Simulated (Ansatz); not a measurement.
ZrGe$_{2}$ in space group P6/mmm (No. 191; Zr on 1a, Ge on 2d) at seven volumes, DFT-PBE in the program Ansatz with PAW potentials, shape and atoms relaxed at each. One row is withheld.

```json
[
 {"V (Å³/atom)": "17.607", "P (GPa)": "?"},
 {"V (Å³/atom)": "18.187", "P (GPa)": "6.29"},
 {"V (Å³/atom)": "18.768", "P (GPa)": "2.86"},
 {"V (Å³/atom)": "19.348", "P (GPa)": "0.00"},
 {"V (Å³/atom)": "19.929", "P (GPa)": "-2.45"},
 {"V (Å³/atom)": "20.509", "P (GPa)": "-4.57"},
 {"V (Å³/atom)": "21.089", "P (GPa)": "-6.38"}
]
```

Question: Fit the shown pressures and predict the withheld one.

Answer: Third-order Birch–Murnaghan: P = (3/2)B₀(x^(7/2) − x^(5/2))[1 + (3/4)(B′ − 4)(x − 1)] with x = (V₀/V)^(2/3). Least squares on the six rows gives V₀ = 19.348 Å³/atom, B₀ = 88.86 GPa, B′ = 4.28. At V = 17.607, x = 1.0649 and P = 10.26 GPa. The run itself gave 10.44 GPa.

The cell is a constructed one: a structure type filled with these elements; neither database checked (COD, Materials Project) lists it. COD files the formula under space group No. 63. Whether it is the stable phase at ambient conditions was not checked. Symmetry was held in the PBE relaxation; whether a distortion lowers the energy is not shown. The run is not spin-polarised.

Potentials: the earlier of the program's two PAW sets.
